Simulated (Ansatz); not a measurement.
This run works on a generated trial structure, not on a known crystal.

Input and command of a plane-wave DFT calculation in Ansatz:

```yaml
crystal:
  lattice:
    - [4.78140169, 0.0, 0.0]
    - [0.0, 2.79594929, 0.0]
    - [-2.38681211, 0.0, 4.25877435]
  atoms:
    - { symbol: Hf, position: [0.74387262, 0.0, 0.03697007] }
    - { symbol: B, position: [0.49498549, 0.5, 0.88528233] }
    - { symbol: B, position: [0.88831048, 0.5, 0.57469232] }
    - { symbol: B, position: [0.58560594, 0.5, 0.59012894] }
    - { symbol: "N", position: [0.02130129, 0.5, 0.28507876] }
basis:
  ecutwfc: 420
kpoints:
  mp_grid: { grid: [4, 6, 4] }
hamiltonian:
  xc: pbe
scf:
  occupations: { method: gaussian, width: 0.2 }
  lower_state_search: "off"
output:
  forces: true
  stress: true
  eigenvalues: true
relax:
  adjacent_minimum: "off"
  f_tol: 0.08
  max_steps: 16
  cell: { stress_tol: 0.8 }
```

```bash
ansatz run input.yaml --threads 1 --pin off --max-ram 2560MiB --backend cpu --events-out ev --progress --plain --runs-dir out
```

Processor: Arm Neoverse V2, 1 thread, on a host shared with other jobs.

Question: Estimate time, memory and problem size.

Answer: About 2.4 min, peak memory 0.38 GiB. It solves 25 bands at 40 k points (after reduction by symmetry) with about 1031 plane waves (on the last cell), in 136 SCF iterations over 17 ionic steps, the closing evaluation included.
